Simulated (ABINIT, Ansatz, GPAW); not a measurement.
## SiF: programs and potentials compared

```
Si F
1.0
     1.33860    0.77284    3.89831
    -1.33860    0.77284    3.89831
     0.00000   -1.54568    3.89831
Si F
1 1
Direct
  0.50000 0.50000 0.50000
  0.00000 0.00000 0.00000
```

The cell comes from a database or a generator and needn't be the stable form of this composition.

Alike in all runs: task single point; functional PBE; k mesh 12 × 12 × 12; occupations fermi-dirac, width 0.05 eV; no spin polarisation; no spin-orbit coupling. Pressure is positive in compression and, in plane waves, holds the error of the finite cutoff, which Ansatz's Pulay term estimates and takes out.

| program and potentials | plane-wave cutoff (eV) | notes | band gap (eV) | pressure (GPa) |
| --- | --- | --- | --- | --- |
| Ansatz, Ansatz PAW (earlier soft set) | 420 | - | ? | ? |
| ABINIT, JTH PAW PBE v2.0 | 626 | - | no gap | 0.02 |
| GPAW, GPAW PAW data sets (gpaw-data 1.2.1) | 800 | - | no gap | -0.71 |

Estimate from the other rows what the run with Ansatz, Ansatz PAW (earlier soft set) gave.

No band gap; pressure 0.20 GPa. Its pressure holds a Pulay term of +0.28 GPa. The other rows, which needn't bracket it: pressure -0.71 to 0.02.
